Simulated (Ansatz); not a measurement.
# Clamped-ion strain scan in SiW₃

Computed with Ansatz, DFT PBE, scalar-relativistic, plane waves, PAW. Cutoff 420 eV, Γ-centred 14×14×14 k-points, Gaussian smearing of 0.15 eV. Spin–orbit coupling is left out, which can shift energies with elements as heavy as these. No spin polarisation. Energies are free energies at this smearing, counted from the undisturbed cell; pressure is positive in compression.

The starting cell (relaxed at this level; it needn't be the usual structure):

```
Si W
1.0
    -2.60377    2.60377    2.60377
     2.60377   -2.60377    2.60377
     2.60377    2.60377   -2.60377
Si W
1 3
Direct
  0.00000 0.00000 0.00000
  0.50000 0.50000 0.00000
  0.50000 0.00000 0.50000
  0.00000 0.50000 0.50000
```

The cell is strained by ε times the Voigt pattern (0, 0, 0, 1, 0, 0) (xx, yy, zz, yz, xz, xy; engineering shear) with fractional coordinates fixed. The cell is metallic on the mesh throughout.

```
      ε  ΔE (meV/atom)
-0.0400           -8.1
-0.0200           -2.0
 0.0000            0.0
 0.0100           -0.5
 0.0150           -1.2
 0.0250           -3.2
 0.0300           -4.6
 0.0350           -6.2
```

By symmetry 0.0400 repeats -0.0400, -0.0300 repeats 0.0300, 0.0200 repeats -0.0200, -0.0100 repeats 0.0100 in energy, with the opposite slope along the path. All sampled points lie below the start, which is a maximum along this line.